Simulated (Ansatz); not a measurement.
TiAu4:
```cif
data_Au8Ti2
_chemical_formula_sum 'Ti2 Au8'
_space_group_name_H-M_alt 'I4/m'
_space_group_IT_number 87
_space_group_name_Hall '-I 4'
_cell_length_a 6.52907
_cell_length_b 6.52907
_cell_length_c 3.97652
_cell_angle_alpha 90.000
_cell_angle_beta 90.000
_cell_angle_gamma 90.000
loop_
_atom_site_label
_atom_site_type_symbol
_atom_site_symmetry_multiplicity
_atom_site_Wyckoff_symbol
_atom_site_fract_x
_atom_site_fract_y
_atom_site_fract_z
_atom_site_occupancy
Ti1 Ti 2 a 0.00000 0.00000 0.00000 1
Au1 Au 8 h 0.39452 0.20680 0.00000 1
```
(The calculation used a cell of 5 atoms; values per cell refer to that cell.)

Relaxed with r²SCAN.

Task: Tabulate the valence density and the electron localisation function along the shortest Ti–Au contact (2.84 Å), DFT-r²SCAN in the program Ansatz with PAW potentials.

Result: 

| distance from Ti (Å) | density (e/Å³) | ELF |
|---|---|---|
| 0.28 | 8.90 | 0.25 |
| 0.43 | 6.77 | 0.55 |
| 0.57 | 4.08 | 0.66 |
| 0.71 | 1.89 | 0.57 |
| 0.85 | 0.74 | 0.32 |
| 1.00 | 0.35 | 0.13 |
| 1.14 | 0.25 | 0.11 |
| 1.28 | 0.23 | 0.21 |
| 1.42 | 0.27 | 0.34 |
| 1.56 | 0.35 | 0.38 |
| 1.71 | 0.53 | 0.37 |
| 1.85 | 0.86 | 0.39 |
| 1.99 | 1.78 | 0.45 |
| 2.13 | 3.65 | 0.51 |
| 2.28 | 6.05 | 0.55 |
| 2.42 | 8.84 | 0.60 |
| 2.56 | 11.72 | 0.68 |

The density is the valence pseudo-density with augmentation charge, so density and ELF within about 1 Å of a nucleus are not all-electron values.

The workflow started from a Materials Project entry (that database holds measured and hypothetical structures alike); the Crystallography Open Database copy checked does not list it. With Ti and Au taken as one species the cell has the higher symmetry Fm-3m, so it may be an ordered model of a mixed-site phase. Whether it is the stable phase at ambient conditions was not checked. Symmetry was held in the r²SCAN relaxation; its stability against distortions is not shown here. The run is not spin-polarised. Scalar-relativistic: spin–orbit coupling is off unless named, which matters more the heavier the elements.

Potentials: the later of the program's two PAW sets.
